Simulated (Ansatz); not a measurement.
SiO2 (alpha-quartz type, space group P3_121)

```
SiO2
1.0
    5.02210     0.00000     0.00000
   -2.51105     4.34927     0.00000
    0.00000     0.00000     5.51028
Si O
3 6
Cartesian
  2.39416   0.00000   1.83676
 -1.19708   2.07340   3.67352
  1.31397   2.27587   0.00000
  1.44053   1.11074   1.13026
  3.33991   0.69217   2.96702
  2.75271   2.54636   4.80378
 -1.07052   3.23853   2.54325
  0.24166   1.80291   4.38001
  0.82886   3.65710   0.70650
```

The slice is a (1 -1 0 0) plane (indices of the conventional cell) through the point (0.477, 0.000, 0.333) (fractional), spanned by u = [110] and v = [001] in vectors of this cell: u (5.02 Å) and v (5.51 Å, at 90° to u). It covers one period; positions are fractions (u, v).

The numbers are results of PBE (plane waves to 420 eV, PAW, scalar-relativistic; Ansatz, a quantum-chemistry and plane-wave program), not measurements. k mesh 8×8×6. Near the nuclei the fields are pseudised (PAW); where an atom keeps semicore shells as valence, they peak there. SiO2 was relaxed with its symmetry unable to fall.

Three fields on this plane, each scaled to ten steps between its own extremes (0 low, 9 high; the total valence density on a logarithmic scale, the potential cut 8 eV below its top; x marks points blanked near nuclei; v = 0 in the bottom row):

Map A
```
|xxxx0000000000000122321100xxx|
|xxxx0000000000000011110000xxx|
|xxx000000000000000000000000xx|
|x0000000000000000000000000000|
|00000000000000000000000000000|
|00000000000000000000000000000|
|00000000000000000000000000000|
|00000000000000000000000000000|
|00000000000000000000000000000|
|00000000000000000000000000000|
|00000000000011100000000000000|
|00000000000111110000000000000|
|00000000000111110000000000000|
|00000000001112110000000000000|
|00000000000111100000000000000|
|00000000000111000000000000000|
|00000000000000000000000000000|
|0000000000000xxxx000000000000|
|000000000000xxxxxx00000000000|
|00011111000xxxxxxxx0000000000|
|00123333210xxxxxxxx0000000000|
|00135786321xxxxxxxx0111100000|
|01259xxx6310xxxxxx01222210000|
|0137xxxxx421xxxxxx01355421000|
|0137xxxxxx2100xx000xxxxx42000|
|0025xxxxxx21000001xxxxxx52100|
|0012xxxxx421000013xxxxxxx2100|
|x0012xxx531000002xxxxxxxx2100|
|xxx012333210000127xxxxxxx10xx|
|xxxx01111100000126xxxxxx10xxx|
|xxxx000000000000248xxxx310xxx|
|xxxxx00000000000124676420xxxx|
```

Map B
```
|xxxx0002578899999987642000xxx|
|xxxx0003578899999999863000xxx|
|xxx000036788999999998641000xx|
|x0000025678999999999875300000|
|00000246788999999999876420000|
|00013467788999999999887643100|
|23345677889999999999988765432|
|56667788899999999999998877665|
|77788888999999999999999888877|
|88888899999999999999999999888|
|99999999999999999999999999999|
|99999999988888788888999999999|
|99999998888766666778888999999|
|99999988876543334566788899999|
|99999988765310000235677889999|
|99999887642000000002467889999|
|99999887520000000000246788999|
|9999987630000xxxx000035788999|
|999998752000xxxxxx00014678999|
|99999864100xxxxxxxx0004678999|
|99987653000xxxxxxxx0004678899|
|88876300000xxxxxxxx0004678888|
|77660xxx0000xxxxxx00013577777|
|5551xxxxx000xxxxxx00000456666|
|2220xxxxxx0000xx000xxxxx34433|
|0000xxxxxx00000000xxxxxx02000|
|0000xxxxx020000000xxxxxxx0000|
|x0000xxx034432111xxxxxxxx0000|
|xxx000004566655440xxxxxxx00xx|
|xxxx00024677777763xxxxxx00xxx|
|xxxx000257788888872xxxx000xxx|
|xxxxx00257888999987510000xxxx|
```

Map C
```
|xxxx1221110000024678887753xxx|
|xxxx1111000000012456554432xxx|
|xxx111110000000012232222111xx|
|x1112111000000000001111112222|
|32211110000000000000000112333|
|32111100000000000000000122333|
|22110000000000000000000122333|
|21100000000000100000000112332|
|11000000000112211000000012222|
|11000000001233332100000001121|
|10000000012345443210000000111|
|00000000023555543210000000000|
|00000000134566654310000000000|
|00000000135667664321000000000|
|00000000135677765321000000000|
|00000000124677765321100000000|
|00000000123567664321100000000|
|0001111111245xxxx211100000000|
|012333322222xxxxxx11111000000|
|02456655432xxxxxxxx1221110000|
|13577887765xxxxxxxx3443321000|
|14689999887xxxxxxxx6766542000|
|14789xxx9997xxxxxx89988764100|
|2589xxxxx998xxxxxx99999875311|
|2589xxxxxx9852xx799xxxxx87421|
|3689xxxxxx97522589xxxxxx98631|
|3689xxxxx986322589xxxxxxx9742|
|x5899xxx987521258xxxxxxxx9852|
|xxx899988763101589xxxxxxx98xx|
|xxxx88877642001479xxxxxx99xxx|
|xxxx566554210013789xxxx998xxx|
|xxxxx33322100003688999988xxxx|
```

Assign the maps to these fields: density of the highest valence band (whole band, smooth part); electron localisation function (ELF); electrostatic potential energy of an electron, from the cell's mean.

A is the density of the highest valence band (whole band, smooth part); B is the electrostatic potential energy of an electron, from the cell's mean; C is the electron localisation function (ELF).
